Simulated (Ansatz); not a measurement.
## How far is PAW off for Li$_{3}$Au?

```
CELL_PARAMETERS angstrom
0.00000 3.15100 3.08798
3.15100 0.00000 3.08798
3.15100 3.15100 0.00000
ATOMIC_POSITIONS crystal
Li 0.25000 0.25000 0.25000
Li 0.75000 0.75000 0.75000
Li 0.50000 0.50000 0.50000
Au 0.00000 0.00000 0.00000
```

Atom numbers follow the list: Li1, Li2, Li3, Au4.

The cell comes from COD entry 1510223, which wasn't checked; take it as a given geometry. The listed cell was then made from it by scaling, straining or moving an atom.

No spin–orbit coupling, which matters for the heavy atoms here.

Methods: DFT, PBEsol, PAW with Ansatz's default frozen-core files, scalar-relativistic (Ansatz 0.2.0); DFT, PBEsol, all-electron PAW with datasets made for the crystal, scalar-relativistic (Ansatz 0.2.0); DFT, PBEsol, all-electron LAPW, scalar-relativistic (Ansatz 0.2.0).

For PAW: a Γ-centred 10×10×10 k mesh, Fermi–Dirac smearing of 0.03 eV, cutoff 420 eV, no spin polarisation; the PAW files were made with PBE, and the program remakes their frozen cores for this functional. The crystal-made all-electron datasets (AE datasets) take a cutoff of 260 eV at this cell. LAPW targets a basis error of 1 meV/atom. The Ansatz runs share mesh, smearing and spin set-up. Plane-wave (PAW) pressures include the program's estimate of the Pulay term.

Stress and pressure are positive in compression.

```tsv
quantity	PAW	AE datasets	LAPW
pressure (GPa)	-0.70	-0.72	-0.71
stress xx (GPa)	-0.74	-0.76	-0.75
stress zz (GPa)	-0.61	-0.64	-0.62
```
